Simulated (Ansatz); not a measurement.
## Sb2TeCl6: relaxation (Ansatz)

The command:

```bash
ansatz run input.yaml --threads 2 --pin off --max-ram 3584MiB --backend cpu --events-out ev --progress --plain --runs-dir out
```

input.yaml:

```yaml
crystal:
  lattice:
    - [0.0, 7.058064, 0.0]
    - [7.058064, 0.0, 0.0]
    - [3.529032, 3.529032, -4.990848]
  atoms:
    - { symbol: Te, position: [0.0, 0.0, 0.0] }
    - { symbol: Sb, position: [0.25, 0.75, 0.5] }
    - { symbol: Sb, position: [0.75, 0.25, 0.5] }
    - { symbol: Cl, position: [0.25, 0.25, 0.5] }
    - { symbol: Cl, position: [0.75, 0.75, 0.5] }
    - { symbol: Cl, position: [0.251, 0.251, 0.0] }
    - { symbol: Cl, position: [0.251, 0.749, 0.0] }
    - { symbol: Cl, position: [0.749, 0.749, 0.0] }
    - { symbol: Cl, position: [0.749, 0.251, 0.0] }
  symmetry: { tolerance: 0.0003 }
kpoints:
  mp_grid: { grid: [5, 5, 5], shift: [0, 0, 0] }
magnetization:
  spin_polarized: false
scf:
  occupations: { method: methfessel_paxton, width: 0.1369 }
  lower_state_search: "off"
hamiltonian:
  pseudopotentials: { kind: paw }
  xc: pbesol
basis:
  ecutwfc: 420
  fft_grid_basis: typed
relax:
  max_steps: 40
  cell: { p_target: 20.0 }
  f_tol: 0.03
output:
  forces: true
  stress: true
  eigenvalues: true
  bader: true
  populations: true
  elf: true
  write_potential: true
  volumetric_format: npy
  dos:
    e_range: [-12, 8]
    de: 0.05
    projected: { site_lists: { Cl: [Cl], Sb: [Sb], Te: [Te] } }
  write_density: true
checkpoint:
  read: saved_state
```

Origin of the cell: a known structure type with other elements, at an estimated volume, so it need not be a known compound.

The saved state is a converged single point of the same cell.

Excerpt of the output:

```
SCF iter   1: F=—  HF=-26082.482966 eV  Δρ=8.54e-4  dr2=3.65e-3
SCF iter   2: F=—  HF=-26082.482599 eV  S|Δr|=    0.00e0  Δρ=4.25e-4  dr2=1.25e-3
SCF iter   3: F=—  HF=-26082.482403 eV  S|Δr|=    0.00e0  Δρ=1.12e-4  dr2=9.89e-5
SCF iter   4: F=—  HF=-26082.482269 eV  S|Δr|=    0.00e0  Δρ=3.30e-5  dr2=3.68e-6
SCF iter   5: F=—  HF=-26082.482271 eV  S|Δr|=    0.00e0  Δρ=1.35e-5  dr2=8.46e-7
SCF iter   6: F=—  HF=-26082.482271 eV  S|Δr|=    0.00e0  Δρ=3.97e-6  dr2=1.18e-7
SCF iter   7: F=-26082.482272 eV  HF=-26082.482272 eV  S|Δr|=    0.00e0  Δρ=1.60e-6  dr2=2.14e-8
relax step   1: F+E_penalty+E_count = -26082.482272 eV  Δ(F+E_penalty+E_count) = +0.000e0 eV  max|allowed force component| = 5.079e-1 eV/Å  Δτ_max = 0.0000 Å  P = -1.251 GPa  Ω = 248.625 Å³ […]
relax step   2: F+E_penalty+E_count = -26082.512792 eV  Δ(F+E_penalty+E_count) = -3.052e-2 eV  max|allowed force component| = 9.722e-1 eV/Å  Δτ_max = 0.0645 Å  P = +4.048 GPa  Ω = 214.082 Å³ […]
relax step   3: F+E_penalty+E_count = -26081.432024 eV  Δ(F+E_penalty+E_count) = +1.081e0 eV  max|allowed force component| = 1.666e-1 eV/Å  Δτ_max = 0.1227 Å  P = +12.352 GPa  Ω = 182.534 Å³ […]
relax step   4: F+E_penalty+E_count = -26079.270587 eV  Δ(F+E_penalty+E_count) = +2.161e0 eV  max|allowed force component| = 2.364e-1 eV/Å  Δτ_max = 0.0574 Å  P = +24.363 GPa  Ω = 163.032 Å³ […]
relax step   5: F+E_penalty+E_count = -26080.208442 eV  Δ(F+E_penalty+E_count) = -9.379e-1 eV  max|allowed force component| = 6.215e-2 eV/Å  Δτ_max = 0.0254 Å  P = +19.505 GPa  Ω = 169.841 Å³ […]
relax step   6: F+E_penalty+E_count = -26080.106304 eV  Δ(F+E_penalty+E_count) = +1.021e-1 eV  max|allowed force component| = 1.614e-3 eV/Å  Δτ_max = 0.0047 Å  P = +20.002 GPa  Ω = 169.005 Å³ […]
relax step   7: F+E_penalty+E_count = -26080.099835 eV  Δ(F+E_penalty+E_count) = +6.469e-3 eV  max|allowed force component| = 2.396e-3 eV/Å  Δτ_max = 0.0000 Å  P = +19.992 GPa  Ω = 169.005 Å³  stress off target by 1.42e-2 GPa […]
SCF 7 converged in 6 iterations: F = -26080.099835 eV  dr2 = 7.18e-11
basis re-selected at this cell: Δ(F+E_penalty+E_count) = +6.469e-3 eV, ΔP = -0.010 GPa vs the last step (what re-selecting the basis moved, of the pressure what is left beyond the Pulay corre […]
SCF converged after 6 iterations
Stability not checked: this state was not tested for a lower state beside it, because cold or Methfessel-Paxton smearing, or corrected tetrahedra, fill the levels in a way that the test cannot read (fill_not_monotonic; […]
Free energy (F): -26080.099835 eV
Harris-Foulkes:  -26080.099835 eV  (|F-HF|=1.82e-11)
Internal energy: -26080.100499 eV  (E = F + TS)
E sigma→0 (E₀):  -26080.100001 eV
Entropy (-TS):   0.000664 eV (0.074 meV/atom)
Fermi energy:    11.752182 eV
--- Per-component energies (eV) ---
  E_band       = -445.694950
  E_kinetic    = 1586.328316
  E_local      = -5006.554003  (includes V_loc(G=0)·N_el)
  E_nonlocal   = 593.135267
  E_hartree    = 2380.771352
  E_xc         = -1045.502334
  E_vxc        = -1040.452930  (∫ρ·V_xc dr)
  E_paw        = -17427.494118  (= ΣΔE_a)
  E_vpaw       = -1339.694445  (= ΣTr[D̂ρ^β])
  E_aug_tail   = 0.000395  (compensation charges beyond the density's cutoff)
  E_ewald      = -7162.294495
  E_core_change = 1.509122  (= ΣΔE_core)
  E_smearing   = 0.000664  (= −TS)
  Σ components = -26080.099835   (vs F -26080.099835, Δ=0.00e0)
--- Forces (eV/Å), atoms counted from 1 ---
  atom   1  Te     0.000000     0.000000     0.000000
  atom   2  Sb     0.000000     0.000000     0.000000
  atom   3  Sb    -0.000000     0.000000    -0.000000
  atom   4  Cl    -0.000000     0.000000     0.002396
  atom   5  Cl     0.000000     0.000000    -0.002396
  atom   6  Cl     0.001786     0.001786    -0.000000
  atom   7  Cl    -0.001786     0.001786     0.000000
  atom   8  Cl    -0.001786    -0.001786     0.000000
  atom   9  Cl     0.001786    -0.001786    -0.000000
  max |Σ_I F_I| component: 2.23e-17 eV/Å
--- Stress (GPa, compression-positive) ---
       19.994584       0.000000      -0.000000
        0.000000      19.994584      -0.000000
       -0.000000      -0.000000      19.985806
  P = ⅓ Tr σ = 19.9917 GPa (199.917 kbar)
--- Relaxed structure (6 steps of the walk, 6 accepted, 1 SCFs on fresh bases) ---
  F+E_penalty+E_count = -26080.099835 eV   max|allowed force component| = 2.396e-3 eV/Å   (the final SCF, on the basis selected at the relaxed cell)
  cell:  # Å, volume = 169.0049 Å³
    - [0.0, 6.205634, 0.0]
    - [6.205634, 0.0, 0.0]
    - [3.102817, 3.102817, -4.388609]
  atoms:
    - { symbol: Te, position: [3.091e-19, 6.300e-19, -3.862e-19] }
    - { symbol: Sb, position: [0.250000, 0.750000, 0.5] }
    - { symbol: Sb, position: [0.750000, 0.250000, 0.5] }
    - { symbol: Cl, position: [0.272509, 0.272509, 0.454982] }
    - { symbol: Cl, position: [0.727491, 0.727491, 0.545018] }
    - { symbol: Cl, position: [0.272531, 0.272531, -3.862e-19] }
    - { symbol: Cl, position: [0.272531, 0.727469, -3.862e-19] }
    - { symbol: Cl, position: [0.727469, 0.727469, -3.862e-19] }
    - { symbol: Cl, position: [0.727469, 0.272531, -3.862e-19] }
--- Löwdin populations: 9 sites ---
  site symbol       q [e]
     0     Te     14.6163
     1     Sb     14.8078
     2     Sb     14.8078
     3     Cl      7.1812
     4     Cl      7.1812
     5     Cl      7.1813
     6     Cl      7.1813
     7     Cl      7.1813
     8     Cl      7.1813
  spilling = 0.007736 (of n_electrons = 88.000000)
--- Bader charges: 9 sites ---
  site symbol  charge [e]  shift [e]
     0     Te      1.7936     0.0002
     1     Sb      0.6912     0.0000
     2     Sb      0.6912     0.0000
     3     Cl     -0.5294     0.0000
     4     Cl     -0.5294     0.0000
     5     Cl     -0.5293     0.0000
     6     Cl     -0.5293     0.0000
     7     Cl     -0.5293     0.0000
     8     Cl     -0.5293     0.0000
  estimated error of the sums over rays = 6.6e-4 e
```

The starting structure.

Space group Fm-3m (No. 225); the run's cell has a = 7.058 Å, b = 7.058 Å, c = 7.058 Å, α = 60.00°, β = 60.00°, γ = 90.00°. Shortest distances: Cl–Te 2.50 Å, Cl–Cl 3.51 Å, Cl–Sb 3.53 Å.

The relaxed structure.

Space group Fm-3m (No. 225); the run's cell has a = 6.206 Å, b = 6.206 Å, c = 6.206 Å, α = 60.00°, β = 60.00°, γ = 90.00°. Shortest distances: Cl–Te 2.39 Å, Cl–Cl 2.82 Å, Cl–Sb 3.11 Å.

- Enthalpy lowered by: 839.6 meV/atom
- Volume change: -32.02 %
- Final pressure: 19.99 GPa
- Relaxation steps listed: 7

Caveats: no spin, though holes on the anions or broken bonds may carry moments; no spin-orbit coupling, though heavy elements are present; the relaxation held the start's symmetry, so the end may be a saddle point.

Time: 95 s on 2 threads of Arm Neoverse V1 (shared host), peak memory 0.66 GiB, from a saved density.
